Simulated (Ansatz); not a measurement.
Starting cell, BP (zinc blende):

```yaml
crystal:
  lattice:
    - [0.00000, 2.27424, 2.27424]
    - [2.27424, 0.00000, 2.27424]
    - [2.27424, 2.27424, 0.00000]
  atoms:
    - { symbol: P, position: [0.75000, 0.75000, 0.75000] }
    - { symbol: B, position: [0.00000, 0.00000, 0.00000] }
```

In each cell atom 1 (P, nearest neighbour B at 1.970 Å; its periodic images, 3.2 Å or more away, move with it) moves by s·(1.000, 0.000, 0.000) (along Cartesian x), the rest being held.

Computed with PBE (plane waves to 420 eV, PAW, scalar-relativistic; Ansatz, a quantum-chemistry and plane-wave program). k mesh 10×10×10 (Γ-centred), Fermi-Dirac smearing 0.05 eV. E stands for the smeared free energy. As the smearing reaches across the gap at some points, energies and forces of such displacements shift with the k mesh and the smearing. BP was relaxed with its symmetry unable to fall. The zero of ΔE is the undisplaced structure. The last digit holds for this mesh only.

| s (Å) | ΔE (meV/cell) |
|---|---|
| -0.390 | withheld |
| -0.312 | 851.2 |
| -0.234 | 494.5 |
| -0.156 | 225.4 |
| -0.078 | 57.1 |
| 0.000 | 0.0 |
| 0.078 | 57.1 |
| 0.156 | 225.4 |
| 0.234 | 494.5 |
| 0.312 | 851.2 |
| 0.390 | withheld |

Q: Fit an even polynomial form (powers 2, 4, 6) to the given rows and predict ΔE at s = -0.390.

A: Least squares on the 9 given rows: ΔE = (9456)·s² + (-8323)·s⁴ + (10410)·s⁶, in meV/cell with s in Å; root-mean-square residual 0.07 meV/cell. At -0.390 the fit gives 1282.3 meV/cell; the calculation gives 1277.2 meV/cell, so the extrapolation is off by 5.1 (+0.4 %). The quadratic term alone would give 1438.3 meV/cell.

(A displaced cell: forces are minus the slopes of the energy, force constants its curvatures, and phonons follow from these.)
